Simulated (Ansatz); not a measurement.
Input:

Generalised stacking fault of KF (rock salt) on the {100} plane. The cell below holds the perfect crystal with the plane normal along z; tilting its third vector by the shift puts one fault into each cell, between planes 2.71 Å apart, at fixed cell height.

```xyz
6
Lattice="3.8331 0.0000 0.0000 0.0000 3.8331 0.0000 1.9165 1.9165 8.1312" Properties=species:S:1:pos:R:3 pbc="T T T"
F      1.5971     1.5971     6.7760
F      1.5971     1.5971     1.3552
F      3.5136     3.5136     4.0656
K      3.5136     3.5136     6.7760
K      3.5136     3.5136     1.3552
K      1.5971     1.5971     4.0656
```

In-plane vectors a = (3.833, 0.000) Å, b = (0.000, 3.833) Å, area 14.69 Å². The shift is s times the vector a (length 3.833 Å), so s = 1 restores the start. The shift is rigid: no atom relaxes. γ = [E(shift) − E(0)] / area.

Level of theory: PBE (plane waves to 420 eV, PAW, scalar-relativistic; Ansatz, a program for electronic structure). k mesh 8×8×8 (Γ-centred), Fermi-Dirac smearing 0.05 eV. Energies are extrapolated to zero smearing. Faults lie only 8.1 Å apart, and holding the cell height and the atoms raises γ above its relaxed value. KF was relaxed with its symmetry unable to fall. The zero of γ is zero shift.

The scan covers s from 0.000 to 0.917 in 12 points.

**Question.** Does γ have a local minimum between the ends of the line, and at which s?

**Answer.** No computed point is one.

**Question.** At which s is γ highest?

**Answer.** s = 0.500.

(The slope of γ gives the shear force per area between the displaced halves; near zero shift its curvature is an elastic stiffness.)
